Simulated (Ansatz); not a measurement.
# Al₂O₃ (Pnnm), zone-centre modes

These are results of Ansatz, DFT r2SCAN, scalar-relativistic, plane waves, PAW, not measurements. Cutoff 500 eV, Γ-centred 6×4×8 k-points, Gaussian smearing of 0.05 eV. No spin polarisation.

The undisturbed cell (relaxed at this level; this form isn't the usual structure):

```
Al O
1.0
     4.62895    0.00000    0.00000
     0.00000    9.60880    0.00000
     0.00000    0.00000    2.99543
Al O
4 6
Direct
  0.41496 0.33080 0.50000
  0.58504 0.66920 0.50000
  0.91496 0.16920 0.00000
  0.08504 0.83080 0.00000
  0.73265 0.22260 0.50000
  0.00000 0.00000 0.00000
  0.76735 0.72260 0.00000
  0.23265 0.27740 0.00000
  0.26735 0.77740 0.50000
  0.50000 0.50000 0.50000
```

Harmonic modes by finite displacements of 0.02 Å, without the LO–TO term.

**Question.** At this geometry, is the structure stable against these modes?

**Answer.** Yes: no mode is imaginary beyond 10 cm⁻¹, and only the three translations lie near zero.

**Question.** List the wavenumbers in cm⁻¹.

**Answer.** 0, 0, 0, 64, 66, 106, 107, 139, 214, 266, 268, 320, 322, 337, 389, 423, 541, 550, 595, 655, 681, 681, 699, 700, 711, 732, 772, 888, 1090, 1185.

Cost: 1 run of about 13 core-minutes, on Intel Xeon Platinum 8259CL (Skylake/Cascade Lake) (shared hosts).